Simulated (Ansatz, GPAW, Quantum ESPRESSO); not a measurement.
HfMoC2: programs and potentials compared

```xyz
4
Lattice="3.1914 0.0000 0.0000 0.0000 3.1914 0.0000 0.0000 0.0000 4.4852" Properties=species:S:1:pos:R:3 pbc="T T T"
Hf    0.0000    0.0000    0.0000
Mo    1.5957    1.5957    2.2426
C     1.5957    1.5957    0.0000
C     0.0000    0.0000    2.2426
```

The cell comes from a database or a generator and needn't be the stable form of this composition.

Alike in all runs: task band structure; functional PBEsol; k mesh 8 × 8 × 6; occupations fermi-dirac, width 0.05 eV; no spin polarisation; no spin-orbit coupling. Pressure is positive in compression and, in plane waves, holds the error of the finite cutoff, which Ansatz's Pulay term estimates and takes out.

```csv
program and potentials,plane-wave cutoff (eV),notes,pressure (GPa)
"Ansatz, Ansatz PAW",420,"potentials made for PBE, which Ansatz adapts in part; 12 valence electrons an atom on average; Pulay term of +0.27 GPa included",-8.95
"Quantum ESPRESSO, GBRV 1.5 PBEsol",612,8.5 valence electrons an atom on average,?
"Ansatz, all-electron LAPW, scalar-relativistic",-,-,-8.94
"GPAW, PAW data sets generated for this functional",800,8.5 valence electrons an atom on average,-8.04
```

Problem. Estimate from the other rows what the run with Quantum ESPRESSO, GBRV 1.5 PBEsol gave.

Solution. Pressure -8.98 GPa. The other rows, which needn't bracket it: pressure -8.95 to -8.04.
